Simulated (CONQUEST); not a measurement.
A self-consistent single point of a model cell of Mg (Fm-3m, 4 atoms in the cell; prototype structure).

```
Mg
1.0
    4.60332     0.00000     0.00000
    0.00000     4.60332     0.00000
    0.00000     0.00000     4.60332
Mg
4
Direct
  0.00000   0.00000   0.00000
  0.00000   0.50000   0.50000
  0.50000   0.00000   0.50000
  0.50000   0.50000   0.00000
```

Level of theory: LDA (PW92), numerical atomic orbitals double-zeta with polarisation (the shipped basis), PseudoDojo norm-conserving potentials made for LDA (CONQUEST).

CONQUEST settings:

* **basis**: DZP
* **Diag.MPMeshX, Y, Z**: 7 7 7
* **potentials**: PseudoDojo norm-conserving LDA
* **Grid.GridCutoff**: 175 Ha
* **DM.SolutionMethod**: diagon
* **Diag.kT**: 0.004998 Ha
* **Diag.GammaCentred**: true
* **minE.SCTolerance**: 1.0e-06
* **SC.MaxIters**: 100
* **SC.LinearMixingFactor**: 0.3
* **SC.KerkerPreCondition**: true
* **SC.KerkerFactor**: 0.3 1/bohr
* **AtomMove.TypeOfRun**: static

Results:

```
Property                                                  Value
------------------------------------------------  -------------
Number of valence electrons                                  40
Number of bands                                              36
Number of k-points after the program's reduction            172
Size of the basis                                            36
Number of SCF iterations                                      9
FFT grid                                           60 × 60 × 60
Free energy E − TS                                -6450.8811 eV
Fermi level (on the code's own zero)                   -4.40 eV
Pressure                                              -2.83 GPa
```

Stress (GPa, positive for compression):
```
-2.83   0.00   0.00
 0.00  -2.83   0.00
 0.00   0.00  -2.83
```

The starting geometry comes from a prototype or from typed values, not from a relaxation at this level; it need not be a known phase. The program uses no crystal symmetry, so grid and mesh can part values that symmetry would make equal. The atom-centred basis is finite, which shifts total energies and pressures against plane waves.

Cost on one core: about 90 core-seconds (a rough figure).
